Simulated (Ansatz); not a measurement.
AgCl:
Space group Fm-3m (No. 225); a = b = c = 5.612 Å, α = β = γ = 90.00°

| atom | site | symmetry | x | y | z |
|---|---|---|---|---|---|
| Ag | 4b | m-3m | 0.5000 | 0.5000 | 0.5000 |
| Cl | 4a | m-3m | 0.0000 | 0.0000 | 0.0000 |
(The calculation used a cell of 2 atoms; values per cell refer to that cell.)

Relaxed with PBE.

### Question
Which orbitals make up the states near the band edges in the program Ansatz at the PBE level (PAW)?

### Answer
Top 1 eV of the valence band: Ag 4d 54 %, Cl 3p 43 %. Bottom 1 eV of the conduction band: Ag 5s 71 %, Cl 3s 17 %, Cl 3p 11 %. Projections are on Löwdin-orthogonalised atomic valence shells; empty p or d shells of many metals are not among them.

### Question
Tabulate the density of states.

### Answer
States/eV per cell of 2 atoms, in 0.25 eV bins, energy from the valence-band maximum.

| E (eV) | total | Ag 4d | Cl 3p | Ag 5s |
|---|---|---|---|---|
| -7.87 | 0.00 | 0.00 | 0.00 | 0.00 |
| -7.62 | 0.00 | 0.00 | 0.00 | 0.00 |
| -7.37 | 0.00 | 0.00 | 0.00 | 0.00 |
| -7.12 | 0.00 | 0.00 | 0.00 | 0.00 |
| -6.87 | 0.00 | 0.00 | 0.00 | 0.00 |
| -6.62 | 0.00 | 0.00 | 0.00 | 0.00 |
| -6.37 | 0.00 | 0.00 | 0.00 | 0.00 |
| -6.12 | 0.00 | 0.00 | 0.00 | 0.00 |
| -5.87 | 0.00 | 0.00 | 0.00 | 0.00 |
| -5.62 | 0.00 | 0.00 | 0.00 | 0.00 |
| -5.37 | 0.00 | 0.00 | 0.00 | 0.00 |
| -5.12 | 0.00 | 0.00 | 0.00 | 0.00 |
| -4.87 | 0.36 | 0.05 | 0.23 | 0.07 |
| -4.62 | 1.54 | 0.25 | 1.02 | 0.27 |
| -4.37 | 3.19 | 0.59 | 2.16 | 0.42 |
| -4.12 | 2.13 | 0.34 | 1.60 | 0.16 |
| -3.87 | 5.88 | 2.29 | 3.50 | 0.05 |
| -3.62 | 5.01 | 1.84 | 3.09 | 0.04 |
| -3.37 | 2.96 | 1.07 | 1.84 | 0.02 |
| -3.12 | 2.01 | 0.70 | 1.28 | 0.01 |
| -2.87 | 0.73 | 0.30 | 0.43 | 0.00 |
| -2.62 | 0.21 | 0.13 | 0.08 | 0.00 |
| -2.37 | 1.91 | 1.77 | 0.12 | 0.00 |
| -2.12 | 8.43 | 8.18 | 0.20 | 0.01 |
| -1.87 | 9.86 | 9.16 | 0.59 | 0.07 |
| -1.62 | 6.97 | 5.57 | 1.20 | 0.15 |
| -1.37 | 2.71 | 1.85 | 0.76 | 0.06 |
| -1.12 | 2.34 | 1.45 | 0.78 | 0.06 |
| -0.87 | 2.23 | 1.29 | 0.85 | 0.05 |
| -0.62 | 2.06 | 1.12 | 0.87 | 0.03 |
| -0.37 | 1.98 | 1.04 | 0.91 | 0.01 |
| -0.12 | 1.47 | 0.75 | 0.71 | 0.00 |
| 0.13 | 0.00 | 0.00 | 0.00 | 0.00 |
| 0.38 | 0.00 | 0.00 | 0.00 | 0.00 |
| 0.63 | 0.00 | 0.00 | 0.00 | 0.00 |
| 0.88 | 0.00 | 0.00 | 0.00 | 0.00 |
| 1.13 | 0.01 | 0.00 | 0.00 | 0.01 |
| 1.38 | 0.03 | 0.00 | 0.00 | 0.02 |
| 1.63 | 0.05 | 0.00 | 0.01 | 0.03 |
| 1.88 | 0.07 | 0.00 | 0.01 | 0.05 |
| 2.13 | 0.08 | 0.00 | 0.01 | 0.06 |
| 2.38 | 0.11 | 0.00 | 0.02 | 0.07 |
| 2.63 | 0.24 | 0.00 | 0.03 | 0.18 |
| 2.88 | 0.37 | 0.00 | 0.05 | 0.28 |
| 3.13 | 0.51 | 0.00 | 0.07 | 0.38 |
| 3.38 | 0.73 | 0.01 | 0.12 | 0.53 |
| 3.63 | 0.87 | 0.01 | 0.14 | 0.62 |
| 3.88 | 0.92 | 0.01 | 0.15 | 0.65 |
| 4.13 | 1.09 | 0.01 | 0.18 | 0.74 |
| 4.38 | 1.12 | 0.01 | 0.17 | 0.68 |
| 4.63 | 0.96 | 0.01 | 0.14 | 0.53 |
| 4.88 | 0.83 | 0.00 | 0.12 | 0.43 |
| 5.13 | 0.02 | 0.00 | 0.00 | 0.01 |
| 5.38 | 0.00 | 0.00 | 0.00 | 0.00 |
| 5.63 | 0.43 | 0.00 | 0.04 | 0.12 |

Symmetry was held in the PBE relaxation. No spin polarisation was allowed. Scalar-relativistic: spin–orbit coupling is off unless named, which matters more the heavier the elements.

Potentials: the later of the program's two PAW sets.
